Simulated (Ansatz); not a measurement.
Problem. Volume from LDA minus that from PBE (% of the latter), each on its own relaxed cell (Ansatz, a program for electronic structure, plane waves, PAW; no spin–orbit coupling, no Hubbard U), over 87 phases of the class «sulfides, selenides and tellurides»: what sign and size do you expect?

Solution. Mean -10.5 %, median -8.7 %, mean absolute 10.5 %; eight in ten lie between -20.1 and -5.9 %, and 0 % are above zero.

Some cases that may be named, with their rank among the 87 from the lowest: SiSe2, Ibam (Se on 8j, Si on 4a) -29.6 % (rank 1); MoS2, R3m (Mo on 3a, S on 3a, S on 3a) -22.4 % (rank 3); Te2Pt, P-3m1 (Te on 2d, Pt on 1a) -8.7 % (rank 43); In3SbTe2, Immm (In on 2a, In on 4i, Sb on 2d, Te on 4j) -8.4 % (rank 47); FeS2, Pnnm (Fe on 2a, S on 4g) -6.4 % (rank 70); MgTe, zinc blende -6.3 % (rank 73).

The phases are those computed here (of each formula those with measured values and the lowest at some level), not a balanced benchmark, and neither functional is the truth. Pairs that end in unlike spin orders or unlike minima (c/a over 6 % apart, 30 % for weakly bound crystals), magnets with 4f shells, solids of gases and phases set aside for tests are left out.

1 of the phases carry moments, in the orders computed and without U. 27 are weakly bound layers, chains or molecules. 7 relaxed far from the usual cell at some level.

Relaxed far from the usual cell of the phase: SiSe2, Ibam (Se on 8j, Si on 4a) with PBE. Standing as an ambient phase not checked: In3SbTe2, Immm (In on 2a, In on 4i, Sb on 2d, Te on 4j). Began spin-polarised and lost the moments: FeS2, Pnnm (Fe on 2a, S on 4g) with PBE. Weakly bound layers, chains or molecules computed without a dispersion correction, so cells and soft constants are ill determined: SiSe2, Ibam (Se on 8j, Si on 4a) with LDA; SiSe2, Ibam (Se on 8j, Si on 4a) with PBE; MoS2, R3m (Mo on 3a, S on 3a, S on 3a) with LDA; MoS2, R3m (Mo on 3a, S on 3a, S on 3a) with PBE; Te2Pt, P-3m1 (Te on 2d, Pt on 1a) with LDA; Te2Pt, P-3m1 (Te on 2d, Pt on 1a) with PBE. All cells were relaxed under the symmetry of their starts (and spin orders); stability against distortions was not tested throughout. Named crystals with no word on spin ran without spin polarisation. Spin–orbit coupling is left out wherever it is not named.

Potentials: the later of the program's two PAW sets.

Ansatz is a plane-wave DFT program.
